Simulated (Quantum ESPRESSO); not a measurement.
## Nb3Re3IrHf (input and log of a self-consistent run)

A calculation, not a measurement. The program is pw.x of Quantum ESPRESSO 7.5 (plane-wave density functional theory). The cell is made up: eight metal atoms on a hexagonal close-packed lattice, with elements, volume, strain and displacements drawn at random and not relaxed, so it may be unstable or far from any real phase. PseudoDojo standard norm-conserving files set the functional (PBE unless stated); there is no spin polarisation or spin-orbit coupling, the Fermi-Dirac width of 0.25 eV means electrons at about 2900 K, and the masses in the input are unused placeholders. Heavy elements are run without spin-orbit coupling, which real alloys of them have. A spin test at this wide smearing found no moment, but such smearing suppresses magnetism that the real alloy may have.

Input:

```
&control calculation='scf', pseudo_dir='./dojo.nc.sr.pbe.v0_5.standard.upf', outdir='./o', disk_io='minimal', tprnfor=.true., tstress=.true. /
&system ibrav=0, nat=8, ntyp=4, nbnd=75, ecutwfc=84.00895049, nosym=.true., tot_charge=0,
 occupations='smearing', smearing='fd', degauss=0.0183746611
/
&electrons conv_thr=1.470e-08, electron_maxstep=70, mixing_beta=0.5 /
ATOMIC_SPECIES
Hf 1.0 Hf.upf
Ir 1.0 Ir.upf
Nb 1.0 Nb.upf
Re 1.0 Re.upf
CELL_PARAMETERS angstrom
0.0607 -0.0007 4.9257
5.7501 0.0116 0.0728
-2.865 5.1123 -0.0371
ATOMIC_POSITIONS angstrom
Nb -0.0643 0.0532 -0.0069
Nb -1.4441 2.6722 -0.0969
Re 2.8351 0.0821 -0.0158
Ir 1.3812 2.4873 -0.0594
Re 0.1138 1.7054 2.4731
Nb -1.5283 4.2909 2.4576
Hf 2.8641 1.7006 2.4853
Re 1.3851 4.2961 2.4108
K_POINTS automatic
5 5 5 1 1 1
```

The log is shortened where brackets say so; the opening notice, blank lines, dates and the lines on written files are dropped, and the path of the files is cut. It prints rydbergs, bohrs and kilobars, and counts compression as positive stress. Its total energy is the free energy E - TS of the whole cell.

```
     Program PWSCF v.7.5
     Parallel version (MPI & OpenMP), running on       4 processor cores
     Number of MPI processes:                 4
     Threads/MPI process:                     1
     [start-up lines left out]
     bravais-lattice index     =            0
     lattice parameter (alat)  =       9.3089  a.u.
     unit-cell volume          =     978.0909 (a.u.)^3
     number of atoms/cell      =            8
     number of atomic types    =            4
     number of electrons       =       113.00
     number of Kohn-Sham states=           75
     kinetic-energy cutoff     =      84.0090  Ry
     charge density cutoff     =     336.0358  Ry
     scf convergence threshold =      1.5E-08
     mixing beta               =       0.5000
     number of iterations used =            8  plain     mixing
     Exchange-correlation= PBE
                           (   1   4   3   4   0   0   0)
     [axes and pseudopotential details left out]
   Cartesian axes
     site n.     atom                  positions (alat units)
         1        Nb     tau(   1) = (  -0.0130530   0.0107997  -0.0014007  )
         2        Nb     tau(   2) = (  -0.2931543   0.5424604  -0.0196708  )
         3        Re     tau(   3) = (   0.5755293   0.0166664  -0.0032074  )
         4        Ir     tau(   4) = (   0.2803856   0.5049254  -0.0120583  )
         5        Re     tau(   5) = (   0.0231016   0.3461986   0.5020428  )
         6        Nb     tau(   6) = (  -0.3102471   0.8710588   0.4988963  )
         7        Hf     tau(   7) = (   0.5814164   0.3452242   0.5045194  )
         8        Re     tau(   8) = (   0.2811773   0.8721144   0.4893958  )
     number of k points=    63  Fermi-Dirac smearing, width (Ry)=  0.0184
                       cart. coord. in units 2pi/alat
        k(    1) = (   0.0841251   0.1442205   0.0989914), wk =   0.0320000
        k(    2) = (   0.0837364   0.3367175   0.0990236), wk =   0.0320000
     [further k points left out]
     Dense  grid:   101749 G-vectors     FFT dimensions: (  60,  64,  72)
     Estimated max dynamical RAM per process >     433.19 MB
     Estimated total dynamical RAM >       1.62 GB
     Initial potential from superposition of free atoms
     starting charge     112.9901, renormalised to     113.0000
     Starting wfcs are   80 randomized atomic wfcs
     total cpu time spent up to now is        7.4 secs
     per-process dynamical memory:   354.7 Mb
     Self-consistent Calculation
     iteration #  1     ecut=    84.01 Ry     beta= 0.50
     Davidson diagonalization with overlap
     ethr =  1.00E-02,  avg # of iterations =  2.4
     total cpu time spent up to now is       26.9 secs
     total energy              =   -1236.66856264 Ry
     estimated scf accuracy    <       1.78082493 Ry
     iteration #  2     ecut=    84.01 Ry     beta= 0.50
     Davidson diagonalization with overlap
     ethr =  1.58E-03,  avg # of iterations =  4.2
     total cpu time spent up to now is       49.2 secs
     total energy              =   -1235.38607964 Ry
     estimated scf accuracy    <      24.67232080 Ry
     iteration #  3     ecut=    84.01 Ry     beta= 0.50
     Davidson diagonalization with overlap
     ethr =  1.58E-03,  avg # of iterations =  2.2
     total cpu time spent up to now is       68.7 secs
     total energy              =   -1237.53704207 Ry
     estimated scf accuracy    <       0.29153834 Ry
     iteration #  4     ecut=    84.01 Ry     beta= 0.50
     Davidson diagonalization with overlap
     ethr =  2.58E-04,  avg # of iterations =  3.4
     total cpu time spent up to now is       88.3 secs
     total energy              =   -1237.55379627 Ry
     estimated scf accuracy    <       0.34571627 Ry
     iteration #  5     ecut=    84.01 Ry     beta= 0.50
     Davidson diagonalization with overlap
     ethr =  2.58E-04,  avg # of iterations =  1.6
     total cpu time spent up to now is      105.2 secs
     total energy              =   -1237.57707566 Ry
     estimated scf accuracy    <       0.08200700 Ry
     [iterations 6 to 15 left out]
     iteration # 16     ecut=    84.01 Ry     beta= 0.50
     Davidson diagonalization with overlap
     ethr =  1.57E-09,  avg # of iterations =  2.5
     total cpu time spent up to now is      285.8 secs
     total energy              =   -1237.59157366 Ry
     estimated scf accuracy    <       0.00000046 Ry
     iteration # 17     ecut=    84.01 Ry     beta= 0.50
     Davidson diagonalization with overlap
     ethr =  4.05E-10,  avg # of iterations =  3.2
     total cpu time spent up to now is      303.6 secs
     total energy              =   -1237.59157368 Ry
     estimated scf accuracy    <       0.00000082 Ry
     iteration # 18     ecut=    84.01 Ry     beta= 0.50
     Davidson diagonalization with overlap
     ethr =  4.05E-10,  avg # of iterations =  1.4
     total cpu time spent up to now is      318.5 secs
     total energy              =   -1237.59157375 Ry
     estimated scf accuracy    <       0.00000002 Ry
     iteration # 19     ecut=    84.01 Ry     beta= 0.50
     Davidson diagonalization with overlap
     ethr =  1.94E-11,  avg # of iterations =  4.9
     total cpu time spent up to now is      338.5 secs
     total energy              =   -1237.59157375 Ry
     estimated scf accuracy    <       0.00000010 Ry
     iteration # 20     ecut=    84.01 Ry     beta= 0.50
     Davidson diagonalization with overlap
     ethr =  1.94E-11,  avg # of iterations =  2.0
     total cpu time spent up to now is      354.3 secs
     End of self-consistent calculation
     [lines on levels left out]
!    total energy              =   -1237.59157375 Ry
     estimated scf accuracy    <          3.2E-09 Ry
     smearing contrib. (-TS)   =      -0.15169251 Ry
     internal energy E=F+TS    =   -1237.43988124 Ry
     The total energy is F=E-TS. E is the sum of the following terms:
     one-electron contribution =    -220.93212815 Ry
     hartree contribution      =     168.97611923 Ry
     xc contribution           =    -253.80101878 Ry
     ewald contribution        =    -931.68285354 Ry
     convergence has been achieved in  20 iterations
     Forces acting on atoms (cartesian axes, Ry/au):
     atom    1 type  3   force =    -0.03240434    0.01534854    0.00563151
     atom    2 type  3   force =     0.02838716   -0.00180785    0.02032268
     atom    3 type  4   force =     0.01975235   -0.03071118    0.00715774
     atom    4 type  2   force =     0.00002784    0.02477195    0.00979982
     atom    5 type  4   force =    -0.02996952    0.01956079   -0.01039148
     atom    6 type  3   force =     0.01782365   -0.00087439   -0.02029339
     atom    7 type  1   force =     0.01282825   -0.00787708   -0.01988100
     atom    8 type  4   force =    -0.01644540   -0.01841078    0.00765411
     Total force =     0.089681     Total SCF correction =     0.000269
     Computing stress (Cartesian axis) and pressure
          total   stress  (Ry/bohr**3)                   (kbar)     P=     -123.96
  -0.00099481   0.00008289   0.00002950         -146.34       12.19        4.34
   0.00008289  -0.00071143   0.00000322           12.19     -104.66        0.47
   0.00002950   0.00000322  -0.00082179            4.34        0.47     -120.89
     init_run     :      6.80s CPU      7.06s WALL (       1 calls)
     electrons    :    339.73s CPU    347.00s WALL (       1 calls)
     forces       :      2.97s CPU      3.00s WALL (       1 calls)
     stress       :      9.94s CPU     10.15s WALL (       1 calls)
     [timing details left out]
     PWSCF        :   5m59.75s CPU   6m 7.58s WALL
     JOB DONE.
```

In other units: free energy -16838.291 eV for the cell, pressure -12.40 GPa, largest force component 0.833 eV/Å in size. The run took 369 s of wall time with four MPI processes on a shared machine (Intel Xeon, 2023 or later, virtual cores), so the time is rough. A rerun of this cell at a higher cutoff and on a denser mesh moved values by no more than 0.002 eV in energy, 0.05 GPa in stress and 0.006 eV/Å in force, and a second program with other atomic files agreed on that cell to 2 % rms in force and 0.5 GPa in pressure.